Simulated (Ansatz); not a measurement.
Rb2TeBr6 in space group I4/m (No. 87; Rb on 4d, Te on 2a, Br on 8h, Br on 4e), plane-wave PAW r²SCAN (Ansatz code). The conduction-band minimum lies at N, with 4 equivalent valleys. Second derivatives d²E/dk² of the lowest band at one valley (eV·Å²), along Cartesian directions:

| direction | d²E/dk² |
|---|---|
| [100] | 12.59 |
| [010] | 17.57 |
| [001] | 16.21 |
| [110] | 14.72 |
| [101] | 10.78 |
| [011] | 17.89 |

### Question
Find the principal effective masses, the density-of-states mass and the conductivity mass.

### Answer
Off-diagonal terms follow from H_xy = H[110] − (H_xx + H_yy)/2, and m*/mₑ = 7.620 eV·Å² over each eigenvalue: 0.40, 0.45, 0.74. One valley's DOS mass (m₁m₂m₃)^(1/3) = 0.51, conductivity mass 3/(Σ 1/mᵢ) = 0.49 mₑ.

### Question
What effective density of states Nc follows at 300 K for parabolic valleys?

### Answer
Nc = 2.509e19 × 4 × (0.51)^(3/2) ≈ 3.7e19 cm⁻³.

The workflow started from a Materials Project entry (that database holds measured and hypothetical structures alike); the Crystallography Open Database copy checked does not list it. Its standing as an ambient phase is unchecked. Symmetry was held in the r²SCAN relaxation; whether a distortion lowers the energy is not shown. Scalar-relativistic: spin–orbit coupling is off unless named, which matters more the heavier the elements.

Potentials: the later of the program's two PAW sets.

Edges and masses are those of Kohn–Sham bands, whose gap is no quasiparticle gap.
